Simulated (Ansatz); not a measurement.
**Band table of ZnCu**

```xyz
2
Lattice="1.1403 -1.6256 0.0000 1.1403 1.6256 0.0000 0.0000 0.0000 3.1731" Properties=species:S:1:pos:R:3 pbc="T T T"
Zn    1.1403    0.0000    1.5865
Cu    0.0000    0.0000    0.0000
```

The base volume is that of a database entry, so it needn't be at zero pressure; the structure needn't be the stable phase, at rest or compressed.

All numbers are PBEsol results (scalar-relativistic) from Ansatz 0.2.0, with a Γ-centred 15×15×9 k mesh, Fermi–Dirac smearing of 0.05 eV, no spin polarisation. Methods: LAPW: all electrons, basis error target 1 meV/atom.

This run: volume at 0.45 of the series' base cell.

Path points, in fractions of the reciprocal vectors: Γ (0.000, 0.000, 0.000), Y (-0.500, 0.500, 0.000), C0 (-0.373, 0.627, 0.000), Σ0 (0.373, 0.373, 0.000), Z (0.000, 0.000, 0.500), A0 (0.373, 0.373, 0.500), E0 (-0.373, 0.627, 0.500), T (-0.500, 0.500, 0.500). The distance column jumps between branches of the path. Levels in eV from the Fermi level; bands 9 to 22, counted from the lowest band of the run. The gap is zero, the pressure 613.8 GPa.

```
# k(1/Å) point b9 b10 b11 b12 b13 b14 b15 b16 b17 b18 b19 b20 b21 b22
0.000 Γ -19.38 -15.17 -13.77 -11.65 -11.34 -10.26 -8.82 -8.78 -5.59 -5.39 -5.22 -4.75 6.58 19.79
0.322 - -18.94 -14.95 -13.51 -11.76 -11.55 -10.77 -8.64 -8.53 -6.58 -5.90 -4.81 -3.21 6.61 19.70
0.644 - -17.71 -14.44 -12.75 -12.05 -12.03 -11.97 -8.19 -7.72 -7.06 -6.63 -4.95 -0.63 6.74 18.21
0.966 - -16.14 -14.13 -13.24 -12.44 -12.10 -11.64 -7.57 -7.15 -7.14 -6.50 -5.13 2.20 7.07 14.74
1.288 - -15.52 -14.26 -14.04 -12.83 -10.71 -10.39 -7.88 -7.08 -6.18 -5.30 -5.09 5.12 7.71 11.76
1.611 - -15.79 -14.91 -14.04 -13.10 -9.37 -8.51 -7.68 -6.99 -5.42 -5.37 -3.88 7.57 7.81 8.77
1.933 Y -15.95 -15.13 -14.08 -13.20 -8.96 -8.22 -6.95 -6.22 -5.46 -5.44 -3.37 5.78 8.76 9.18
2.049 - -15.92 -15.11 -14.05 -13.20 -9.10 -8.21 -6.95 -6.16 -5.52 -5.46 -3.29 5.78 8.36 9.30
2.166 - -15.81 -15.03 -13.96 -13.22 -9.47 -8.18 -6.94 -6.08 -5.69 -5.50 -3.03 5.77 7.35 9.64
2.282 - -15.64 -14.91 -13.83 -13.24 -9.94 -8.14 -6.92 -6.09 -5.95 -5.58 -2.56 5.63 6.14 10.19
2.399 - -15.41 -14.75 -13.66 -13.26 -10.44 -8.08 -6.90 -6.28 -6.24 -5.69 -1.89 4.40 5.89 10.93
2.516 - -15.15 -14.54 -13.47 -13.28 -10.94 -8.01 -6.87 -6.65 -6.49 -5.84 -1.06 2.89 5.91 11.81
2.632 C0 -14.85 -14.29 -13.30 -13.27 -11.42 -7.93 -7.04 -6.84 -6.80 -6.02 -0.13 1.40 5.97 12.83
4.993 Σ0 -14.85 -14.29 -13.30 -13.27 -11.42 -7.93 -7.04 -6.84 -6.80 -6.02 -0.13 1.40 5.97 12.83
5.336 - -14.09 -13.38 -13.25 -12.84 -12.59 -8.10 -7.83 -7.74 -6.86 -6.69 -2.23 2.99 6.40 10.90
5.678 - -14.15 -13.35 -13.01 -12.86 -12.36 -8.82 -8.81 -8.45 -7.61 -6.45 -4.01 6.48 7.00 7.17
6.021 - -15.59 -13.73 -13.34 -12.56 -11.43 -10.01 -8.98 -8.83 -8.06 -6.11 -4.70 3.65 6.97 10.21
6.363 - -17.49 -14.14 -13.83 -12.09 -10.75 -10.74 -8.91 -8.45 -8.43 -5.70 -5.15 0.39 6.70 14.05
6.706 - -18.88 -14.88 -13.80 -11.76 -11.19 -10.37 -8.86 -8.69 -7.10 -5.47 -5.35 -2.52 6.59 17.73
7.048 Γ -19.38 -15.17 -13.77 -11.65 -11.34 -10.26 -8.82 -8.78 -5.59 -5.39 -5.22 -4.75 6.58 19.79
7.213 - -19.27 -15.14 -13.76 -11.61 -11.32 -10.26 -8.88 -8.84 -5.76 -5.60 -5.22 -4.83 7.14 19.93
7.378 - -18.95 -15.06 -13.73 -11.47 -11.28 -10.27 -9.21 -8.89 -6.64 -5.65 -5.24 -5.05 8.63 20.34
7.543 - -18.44 -14.95 -13.69 -11.28 -11.21 -10.28 -9.83 -8.95 -7.57 -5.71 -5.37 -5.27 10.70 21.00
7.708 - -17.81 -14.84 -13.64 -11.22 -11.06 -10.64 -10.29 -9.02 -8.23 -5.77 -5.70 -5.29 13.09 21.88
7.873 - -17.21 -14.77 -13.61 -11.74 -10.89 -10.89 -10.30 -9.07 -8.60 -5.96 -5.81 -5.31 15.61 21.04
8.038 Z -16.94 -14.75 -13.60 -12.07 -10.88 -10.82 -10.30 -9.09 -8.73 -6.06 -5.83 -5.31 17.63 19.05
8.381 - -16.49 -14.45 -13.65 -12.29 -11.29 -10.77 -10.62 -8.89 -7.92 -5.77 -5.68 -5.40 17.73 19.09
8.724 - -15.27 -14.03 -13.75 -12.72 -11.31 -11.27 -10.46 -8.54 -6.57 -5.69 -5.22 -5.10 16.44 17.42
9.066 - -14.10 -13.77 -13.76 -13.04 -11.98 -10.16 -9.89 -8.13 -6.18 -5.70 -4.20 -4.02 12.66 14.83
9.409 - -14.11 -13.55 -13.11 -12.89 -12.65 -9.18 -8.96 -7.56 -6.83 -5.48 -2.71 -1.63 9.31 11.48
9.751 - -13.77 -13.24 -13.23 -13.08 -12.70 -9.37 -8.08 -7.55 -6.71 -5.49 -0.05 1.85 6.40 8.41
10.094 A0 -14.10 -13.69 -13.11 -12.39 -12.03 -10.35 -8.23 -7.67 -5.74 -5.54 3.34 3.99 5.63 5.84
12.455 E0 -14.10 -13.69 -13.11 -12.39 -12.03 -10.35 -8.23 -7.67 -5.74 -5.54 3.34 3.99 5.63 5.84
12.571 - -14.41 -13.81 -12.85 -12.14 -11.76 -10.71 -8.43 -7.64 -5.89 -5.08 3.31 4.24 4.76 6.92
12.688 - -14.68 -13.92 -12.59 -11.90 -11.51 -11.03 -8.60 -7.64 -6.05 -4.61 2.73 3.96 4.75 7.53
12.804 - -14.91 -14.00 -12.36 -11.68 -11.31 -11.27 -8.74 -7.66 -6.21 -4.16 2.25 3.25 4.94 7.75
12.921 - -15.09 -14.06 -12.16 -11.51 -11.51 -11.08 -8.86 -7.70 -6.36 -3.77 1.90 2.67 4.97 7.81
13.038 - -15.19 -14.09 -12.04 -11.64 -11.39 -10.95 -8.93 -7.73 -6.45 -3.49 1.68 2.28 4.95 7.81
13.154 T -15.23 -14.11 -11.99 -11.68 -11.35 -10.90 -8.95 -7.75 -6.49 -3.39 1.61 2.14 4.94 7.81
```
